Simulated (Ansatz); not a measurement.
Values for one crystal, relaxed and computed with the program Ansatz at the r²SCAN+D4 level (PAW); other levels are named.

| Item | Result |
|---|---|
| Volume per atom | 10.43 Å³ |
| Electronic character | metallic (no gap) |
| Debye temperature from the elastic constants | 523 K |
| Bulk modulus (Birch–Murnaghan fit) | 2230 kbar |
| Mechanical stability | stable (all eigenvalues of C positive) |
| Elastic constants (relaxed ions, GPa) | C11 = 318, C12 = 179, C44 = 151 |
| Hill bulk and shear moduli | 225 and 111 GPa |

Problem. Which of these materials gives this?
(A) Sr, fcc (Cu type)
(B) Pb, fcc (Cu type)
(C) Ni, fcc (Cu type)
(D) Pt, fcc (Cu type)

Solution. C, Ni, fcc (Cu type)

Space group Fm-3m (fcc (Cu type)). The r²SCAN+D4 relaxation kept the symmetry of its start. Spin order of the final state: ferromagnetic, chosen from 3 collinear starts compared on coarse meshes (ties went to the first, and starts can fall back to one state), not a proven ground state. Textbook magnetic order: ferromagnetic. Other orbital occupations within this spin state were not tried. The pairwise dispersion correction was not fitted to metals. As this level gives no gap, shear constants depend on the k-mesh and smearing (Fermi–Dirac, 0.1 eV here).

Potentials: the later of the program's two PAW sets.
